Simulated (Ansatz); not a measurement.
Crystals of one structure type (bcc (W type)), relaxed and computed with DFT-PBE+D3(BJ) in the program Ansatz with PAW potentials.

```
crystal  a (Å)                                   spin order and moments (μB)
-------  -----  ------------------------------------------------------------
K        5.161                                            not spin-polarised
Cr       2.832  antiferromagnetic; net 0.00 per atom; largest site about 0.9
Rb       5.558                                            not spin-polarised
Nb       3.267                                            not spin-polarised
Ba           …                                            not spin-polarised
Ta       3.286                                            not spin-polarised
W        3.160                                            not spin-polarised
```

Question: Complete the blanks.

Answer: 
- Ba, a (Å): 4.919

Spin orders computed, not proven ground states: Cr, bcc (W type) antiferromagnetic. All cells were relaxed under the symmetry of their starts (and spin orders); stability against distortions was not tested throughout. Rows with no word on spin ran without spin polarisation. Scalar-relativistic: spin–orbit coupling is off unless named, which matters more the heavier the elements.

Potentials: the earlier of the program's two PAW sets.
